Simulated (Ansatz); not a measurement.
**Tetragonal deformation path in TaRu**

Level of theory: Ansatz, DFT LDA, scalar-relativistic, plane waves, PAW. Cutoff 420 eV, Γ-centred 18×18×16 k-points, Gaussian smearing of 0.15 eV. Spin–orbit coupling is left out, which can shift energies with elements as heavy as these. No spin polarisation. Energies are free energies at this smearing, counted from the undisturbed cell; pressure is positive in compression.

The starting cell (as given, not relaxed at this level; it stands at -10.6 GPa, and it needn't be the usual structure):

```
Ta Ru
1.0
     3.05300    0.00000    0.00000
     0.00000    3.05300    0.00000
     0.00000    0.00000    3.38900
Ta Ru
1 1
Direct
  0.50000 0.50000 0.50000
  0.00000 0.00000 0.00000
```

At fixed volume and fractional coordinates, lengths along (0.000, 0.000, 1.000) are scaled against those across it; ρ is that ratio over its starting value. The cell is metallic on the mesh throughout. At ρ = 0.901 the cell becomes cubic (Pm-3m), and there the slope of the energy vanishes by symmetry. At -11 GPa the given cell is far from its own equilibrium, so these figures belong to a strongly strained crystal.

```csv
ρ,ΔE (meV/atom)
0.850,24.2
0.920,29.2
1.000,0.0
1.100,37.7
1.200,123.2
```

Q: Predict the pressure (GPa) at each point.

A:
```csv
ρ,pressure (GPa)
0.850,-10.5
0.920,-10.6
1.000,-10.6
1.100,-10.3
1.200,-10.5
```